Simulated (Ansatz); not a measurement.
Theory: DFT PBE, scalar-relativistic, plane waves, PAW (Ansatz 0.2.0). All cells share a 420 eV cutoff and Γ-centred k meshes spaced at most about 0.3 Å⁻¹ (about 0.25 or finer for metals, 2π included). No spin polarisation in the final relaxations.

All energies are static (0 K, no zero-point motion).

Compare these two cells of Hf3Ta2F, each relaxed at this level.

1.

```
Hf Ta F
1.0
     2.99574    0.00000    0.00000
     0.00000    2.99574    0.00000
     0.00000    0.00000   12.62065
Hf Ta F
3 2 1
Direct
  0.50000 0.50000 0.15000
  0.50000 0.50000 0.50000
  0.50000 0.50000 0.85000
  0.00000 0.00000 0.31713
  0.00000 0.00000 0.68287
  0.00000 0.00000 0.00000
```

2.

```
Hf Ta F
1.0
     4.97967    0.00000    0.00000
    -2.48983    4.31252    0.00000
     0.00000    0.00000    5.43057
Hf Ta F
3 2 1
Direct
  0.00000 0.00000 0.00000
  0.33333 0.66667 0.50000
  0.33333 0.66667 0.00000
  0.66667 0.33333 0.76175
  0.66667 0.33333 0.23825
  0.00000 0.00000 0.50000
```

Question: Which form is favoured at zero pressure, and by what margin per atom?

Answer: Cell 1 is lower, by 0.36 eV/atom. Cell 1 has space group P4/mmm (No. 123), 18.9 Å³/atom and no gap on its mesh; cell 2 has space group P-6m2 (No. 187), 19.4 Å³/atom and no gap. Counting Hf or Ta atoms around F (for each partner element, those within 1.25 times its shortest distance or 1.15 times the sum of covalent radii, where it is the nearest in units of that sum or under 1.3; the shortest distance is added where it exceeds 1.18 times the sum of covalent radii), cell 1 has F 8 from 2.8 Å and cell 2 has F 5. In cell 1, around Hf on a site of symmetry 4mm lie 4 F at 2.84 Å, 4 Ta at 2.99 Å, 4 Hf at 3.00 Å and 1 Hf at 3.79 Å; Ta has 8 Hf at 2.99–3.13 Å and 4 Ta at 3.00 Å; F is surrounded by 8 Hf at 2.84 Å and 4 F at 3.00 Å; 1 more site not described. In cell 2, around Hf on its first site lie 2 F at 2.72 Å, 3 Hf at 2.88 Å and 6 Ta at 3.15 Å; Ta is surrounded by 1 Ta at 2.59 Å, 1 Ta at 2.84 Å, 9 Hf at 3.15–3.21 Å and 3 F at 3.21 Å; around F lie 5 Hf at 2.72–2.88 Å and 6 Ta at 3.21 Å; 2 more sites not described. Both come from invented guesses. A third cell relaxed alike, in P-3m1, lies 49 meV/atom below the lower of the two.

These runs have no spin–orbit coupling, which can matter for Hf and Ta. Cells relaxed within their symmetry can be saddle points.
